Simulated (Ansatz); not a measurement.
## Computed scan of one atom of the cell: HfO2 (fluorite)

Starting cell, HfO$_{2}$ (fluorite):

```
CELL_PARAMETERS angstrom
      0.00000     5.05847     5.05847
      2.52923     0.00000     2.52923
      2.52923     2.52923     0.00000
ATOMIC_POSITIONS crystal
  Hf 0.00000 0.00000 0.00000
  Hf 0.50000 0.00000 0.00000
  O  0.12500 0.25000 0.25000
  O  0.62500 0.25000 0.25000
  O  0.37500 0.75000 0.75000
  O  0.87500 0.75000 0.75000
```

Scan: atom 5 (O, nearest neighbour Hf at 2.190 Å; its periodic images, 3.6 Å or more away, move with it) is displaced along Cartesian [111], direction (0.577, 0.577, 0.577) in Cartesian axes, by s. The other atoms stay.

All values below come from r2SCAN (plane waves to 500 eV, PAW, scalar-relativistic; Ansatz, a quantum-chemistry and plane-wave program). k mesh 9×9×9 (Γ-centred), Fermi-Dirac smearing 0.05 eV. The energy includes the smearing's −TS. Stress and pressure are positive under compression. Left out: 3 of 11 points, with atoms too close for the PAW data. F∥ is the force on the atom along that direction. F⊥ is the part of the force across the line. HfO2 is run without spin polarisation. HfO2 was relaxed with its symmetry unable to fall. Spin-orbit coupling is left out, though Hf is heavy. This is a high-temperature form of HfO2. ΔE is measured from the undisplaced structure.

| s (Å) | ΔE (eV/cell) | P (GPa) | |F⊥| (eV/Å) | F∥ (eV/Å) |
|---|---|---|---|---|
| -0.660 | 1.679 | 8.56 | 0.494 | 3.908 |
| -0.528 | 1.178 | 6.60 | 0.400 | 3.639 |
| -0.396 | 0.728 | 4.40 | 0.305 | 3.154 |
| -0.264 | 0.356 | 2.28 | 0.206 | 2.430 |
| -0.132 | 0.099 | 0.66 | 0.104 | 1.415 |
| 0.000 | 0.000 | 0.00 | 0.000 | 0.000 |
| 0.132 | 0.125 | 0.88 | 0.103 | -2.015 |
| 0.264 | 0.572 | 4.04 | 0.207 | -4.949 |

Derived quantities:

The energy at s = 0.264 Å is 572 meV/cell. The force along the line at s = -0.660 Å comes out as 3.91 eV/Å. The force constant k = d²E/ds² at s = 0 (finite differences) is 12.7 eV/Å². Symmetry of the curve: not even: the positive side lies higher at ±0.264 Å. Shape of the curve: a single well with its minimum at or next to zero displacement. Harmonic estimate at the end of the scan: ½ks² = 441 meV/cell against the computed 572 meV/cell, so the well is stiffer than harmonic there.

(A displaced cell: forces are minus the slopes of the energy, force constants its curvatures, and phonons follow from these.)
